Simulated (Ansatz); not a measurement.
Si$_{3}$W$_{5}$:
```
Si3W5
1.0
   -4.79823     4.79823     2.46445
    4.79823    -4.79823     2.46445
    4.79823     4.79823    -2.46445
Si W
6 10
Direct
  0.75000   0.75000   0.00000
  0.25000   0.25000   0.00000
  0.16804   0.33196   0.50000
  0.83196   0.66804   0.50000
  0.33196   0.83196   0.16391
  0.66804   0.16804   0.83609
  0.77594   0.92470   0.70064
  0.22406   0.07530   0.29936
  0.92470   0.22406   0.14876
  0.07530   0.77594   0.85124
  0.72406   0.42470   0.14876
  0.27594   0.57530   0.85124
  0.57530   0.72406   0.29936
  0.42470   0.27594   0.70064
  0.75000   0.25000   0.50000
  0.25000   0.75000   0.50000
```

Relaxed with PBEsol. Special points in fractions of this cell's reciprocal vectors: Γ (0.000, 0.000, 0.000); X (0.000, 0.000, 0.500); M (-0.500, 0.500, 0.500); Z (0.316, 0.316, -0.316); Z0 (-0.316, 0.684, 0.316); P (0.250, 0.250, 0.250); N (0.000, 0.500, 0.000).

Question: List the band energies nearest the Fermi level at these points for DFT-PBEsol in the program Ansatz with PAW potentials.

Answer: In eV from the Fermi level; about four levels below and three above (degenerate sets whole), none deeper than 8.9 eV; points with the same levels are listed once.

```csv
k,below,above
Γ,-1.49 -1.49 -0.77 -0.43 -0.43,0.34 0.36 0.36
X,-0.73 -0.56 -0.56 -0.26,0.14 0.27 0.31
M,-1.03 -0.94 -0.94 -0.35,0.08 0.10 0.10
Z,-0.69 -0.69 -0.50 -0.02,0.13 0.13 0.54
P,-0.65 -0.65 -0.30 -0.30,0.28 0.28 0.44 0.44
N,-1.03 -1.03 -0.54 -0.54,0.22 0.22 0.43 0.43
```

Space group I4/mcm. The first step of the workflow began from a Materials Project structure, measured or hypothetical; the Crystallography Open Database copy checked does not list it. Whether it is the stable phase at ambient conditions was not checked. Symmetry was held in the PBEsol relaxation; whether a distortion lowers the energy is not shown. The run is not spin-polarised. Spin–orbit coupling is left out wherever it is not named.

Potentials: the later of the program's two PAW sets.
